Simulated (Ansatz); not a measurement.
In$_{2}$Si$_{2}$O$_{7}$:
```xyz
11
Lattice="3.3255 4.3164 0.0000 -3.3255 4.3164 0.0000 -1.0454 0.0000 4.5937" Properties=species:S:1:pos:R:3 pbc="T T T"
In     0.0000     5.9762     0.0000
In     0.0000     2.6567     0.0000
Si    -2.2906     4.3164     1.8841
Si     1.2453     4.3164     2.7096
O      0.9468     2.9716     3.5896
O     -1.9922     5.6612     1.0040
O     -1.9922     2.9716     1.0040
O      0.9468     5.6612     3.5896
O     -0.5227     0.0000     2.2968
O      0.4383     4.3164     1.2995
O     -1.4837     4.3164     3.2942
```

Relaxed with r²SCAN. Special points in fractions of this cell's reciprocal vectors: Γ (0.000, 0.000, 0.000); Y (0.500, 0.500, 0.000); M (0.500, 0.500, 0.500); A (0.000, 0.000, 0.500); L2 (0.000, 0.500, 0.500); V2 (0.000, 0.500, 0.000).

List the band energies nearest the valence-band maximum at these points for plane-wave PAW r²SCAN (Ansatz code).

In eV from the valence-band maximum; about four levels below and three above (degenerate sets whole), none deeper than 8.9 eV; points with the same levels are listed once.

```json
[
 {"k": "Γ", "below": "-0.78 -0.50 -0.40 0.00", "above": "3.63 7.18 8.69"},
 {"k": "Y", "below": "-0.82 -0.50 -0.34 -0.10", "above": "6.15 6.74 8.04"},
 {"k": "M", "below": "-1.03 -0.36 -0.11 -0.03", "above": "5.69 6.16 8.90"},
 {"k": "A", "below": "-0.49 -0.20 -0.02 -0.02", "above": "5.58 7.08 7.46"},
 {"k": "L2", "below": "-0.57 -0.36 -0.35 -0.24", "above": "6.10 6.39 8.20"},
 {"k": "V2", "below": "-0.59 -0.55 -0.34 -0.13", "above": "5.75 6.06 8.48"}
]
```

Space group C2/m. The workflow started from a Materials Project entry (that database holds measured and hypothetical structures alike); the Crystallography Open Database files this formula in space group No. 12, but the cells were not matched. Whether it is the stable phase at ambient conditions was not checked. Symmetry was held in the r²SCAN relaxation; its stability against distortions is not shown here. Scalar-relativistic: spin–orbit coupling is off unless named, which matters more the heavier the elements.

Potentials: the later of the program's two PAW sets.
